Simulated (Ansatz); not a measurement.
Kick test of a cell of TaW₄

The cell was found from a structure generator's guess, not taken from experiment.

All numbers below come from Ansatz, DFT PBE, scalar-relativistic, plane waves, PAW. Cutoff 420 eV; k points 12×12×12 on the computed 5-atom cell (Γ-centred); Gaussian smearing, width 0.10 eV; no spin polarisation.

The cell below (5 atoms, space group R-3m (No. 166)) is relaxed within its symmetry.

```yaml
crystal:
  lattice:
    - [2.26646, 1.30854, 4.62674]
    - [-2.26646, 1.30854, 4.62674]
    - [0.00000, -2.61708, 4.62674]
  atoms:
    - { symbol: Ta, position: [0.50000, 0.50000, 0.50000] }
    - { symbol: W, position: [0.90112, 0.90112, 0.90112] }
    - { symbol: W, position: [0.09888, 0.09888, 0.09888] }
    - { symbol: W, position: [0.29828, 0.29828, 0.29828] }
    - { symbol: W, position: [0.70172, 0.70172, 0.70172] }
```

For the test a repeat of it with 10 atoms (edges 4.53, 5.32, 7.85 Å) was strained at random (σ = 1.5 % a component), the atoms were moved at random (σ = 0.10 Å), and all was relaxed again on a coarse 6×6×4 mesh (in the run’s order of axes) with 0.20 eV smearing, with no symmetry imposed.

These runs have no spin–orbit coupling, which can matter for Ta and W.

Question: Does it come back?

Answer: It returns, within 1 meV/atom of the unmoved cell on that mesh and with the same symmetry when read at 0.1 Å (C2/m at 0.01 Å, so small strains and shifts remain). No instability shows in this cell; modes of other wave vectors, which need another repeat, aren't tested.
